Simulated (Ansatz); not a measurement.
LiNbO$_{3}$ (LiNbO3 type, space group R3c)

```yaml
crystal:
  lattice:
    - [2.56710, 1.48212, 4.60885]
    - [-2.56710, 1.48212, 4.60885]
    - [0.00000, -2.96423, 4.60885]
  atoms:
    - { symbol: Li, position: [0.70253, 0.70253, 0.70253] }
    - { symbol: Li, position: [0.20253, 0.20253, 0.20253] }
    - { symbol: Nb, position: [0.98491, 0.98491, 0.98491] }
    - { symbol: Nb, position: [0.48491, 0.48491, 0.48491] }
    - { symbol: O, position: [0.62334, 0.87413, 0.26480] }
    - { symbol: O, position: [0.87413, 0.26480, 0.62334] }
    - { symbol: O, position: [0.26480, 0.62334, 0.87413] }
    - { symbol: O, position: [0.76480, 0.37413, 0.12334] }
    - { symbol: O, position: [0.37413, 0.12334, 0.76480] }
    - { symbol: O, position: [0.12334, 0.76480, 0.37413] }
```

This relaxed cell (volume V₀) is scaled evenly in all directions, its shape held. The atoms relax within the cell's symmetry.

These are PBEsol (plane waves to 420 eV, PAW, scalar-relativistic; Ansatz, a program for electronic structure) values and carry that method's errors. k mesh 8×8×8 (Γ-centred), Fermi-Dirac smearing 0.05 eV. Compression counts positive. LiNbO3 is run without spin polarisation. LiNbO3 was relaxed with its symmetry unable to fall. The PAW data are Ansatz's earlier set.

At one point of the scan the stress tensor (GPa) is:

```
   -7.1      0.0      0.0
    0.0     -7.1      0.0
    0.0      0.0     -8.6
```

Question: Which point is it?
A) V/V₀ = 1.096
B) V/V₀ = 1.032
C) V/V₀ = 1.160
D) V/V₀ = 1.064

Answer: A, V/V₀ = 1.096

(A scan under strain: stresses follow from slopes of the energy per volume, elastic moduli from its curvatures.)
